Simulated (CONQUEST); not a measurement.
Input and output of a self-consistent single point for GaSb (F-43m, 8 atoms in the cell; from Materials Project mp-1156, changed as shown) (CONQUEST).

Computed with PBE, numerical atomic orbitals double-zeta with polarisation (the shipped basis), PseudoDojo norm-conserving potentials made for PBE in CONQUEST.

The change in words: lattice scaled by 0.98. Reference geometry (F-43m):
```xyz
8
Lattice="6.1372 0.0000 0.0000 0.0000 6.1372 0.0000 0.0000 0.0000 6.1372" Properties=species:S:1:pos:R:3 pbc="T T T"
Ga     0.0000     0.0000     0.0000
Ga     0.0000     3.0686     3.0686
Ga     3.0686     0.0000     3.0686
Ga     3.0686     3.0686     0.0000
Sb     1.5343     1.5343     1.5343
Sb     1.5343     4.6029     4.6029
Sb     4.6029     1.5343     4.6029
Sb     4.6029     4.6029     1.5343
```

Reference input (self-consistent single point, DFT, PBE, numerical atomic orbitals double-zeta with polarisation (the shipped basis), PseudoDojo norm-conserving potentials made for PBE): basis = DZP; Diag.MPMeshX, Y, Z = 4 4 4; potentials = PseudoDojo norm-conserving PBE; Grid.GridCutoff = 175 Ha; DM.SolutionMethod = diagon; Diag.kT = 0.001837 Ha; Diag.GammaCentred = true; minE.SCTolerance = 1.0e-06; SC.MaxIters = 100; SC.LinearMixingFactor = 0.3; SC.KerkerPreCondition = true; SC.KerkerFactor = 0.3 1/bohr. This run's input differs from it in these lines:

```diff
@@ -29,5 +29,5 @@
 # file: GaSb.in
-    11.597646069      0.000000000      0.000000000
-     0.000000000     11.597646069      0.000000000
-     0.000000000      0.000000000     11.597646069
+    11.365693526      0.000000000      0.000000000
+     0.000000000     11.365693526      0.000000000
+     0.000000000      0.000000000     11.365693526
 8
```

Output, abridged:

```
    PulayMixSC: Starting Pulay mixing, A_up =  0.300 A_dn =  0.300
    PulayMixSC: Spin non-polarised calculation.
    PulayMixSC: with Kerker preconditioning, q0 =  0.300
          Harris-Foulkes Energy            :      -669.682517725880416 Ha
          Free Energy (E-TS)               :      -669.682525332175715 Ha
    PulayMixSC: Pulay iteration     1 residual:              0.11025E-02
          Harris-Foulkes Energy            :      -669.675095039402208 Ha
          Free Energy (E-TS)               :      -669.675104087587783 Ha
    PulayMixSC: Pulay iteration     2 residual:              0.88639E-03
   [... lines left out ...]
          Free Energy (E-TS)               :      -669.662367804020391 Ha
    PulayMixSC: Pulay iteration     9 residual:              0.21085E-05
          Harris-Foulkes Energy            :      -669.662348834039449 Ha
          Free Energy (E-TS)               :      -669.662367586610230 Ha
    PulayMixSC: Pulay iteration    10 residual:              0.17526E-05
          Harris-Foulkes Energy            :      -669.662349370879951 Ha
          Free Energy (E-TS)               :      -669.662368165025100 Ha
    PulayMixSC: Pulay iteration    11 residual:              0.66189E-06
    PulayMixSC: Reached SCF tolerance of  0.66189E-06 after     11 iterations
      | Number of electrons      =       112.000111
      | GS Energy as E-(1/2)TS   =      -669.662358767952583 Ha
      | Free Energy as E-TS      =      -669.662368165025100 Ha
      |* Harris-Foulkes energy   =      -669.662349370879951 Ha
      |* DFT total energy        =      -669.662349398354536 Ha

    force: Forces on atoms (Ha/a0)
    force:  Atom   X              Y              Z
    force:     1  -0.0000000000  -0.0000000000  -0.0000000000
   [... zero for the other atoms too ...]

    force: Maximum force :        0.00000000(Ha/a0) on atom         7 in z direction
    force: Force Residual:        0.00000000 Ha/a0
    force: Total stress:         -5.99141588    -5.99141588    -5.99141588 GPa
    force: Average pressure:      5.99141588 GPa

    get_E_and_F: Change in energy during last step of electronic optimisation: -0.53684E-06
```

The run converged in 11 iterations. CONQUEST prints the stress tensor with tension positive. Against the reference run the free energy rises by 41.1 meV/atom, the pressure goes from 2.15 to 5.99 GPa and a clean gap of 0.45 eV is found, where there was none.

Spin-orbit coupling is left out, which matters for bands and gaps with elements this heavy. The program uses no crystal symmetry, so grid and mesh can part values that symmetry would make equal. The atom-centred basis is finite, which shifts total energies, pressures and gaps against plane waves. The structure comes from a collection of computed structures, made at another level of theory; the collection holds predicted forms beside known ones.

Cost on one core: roughly 90 core-seconds.
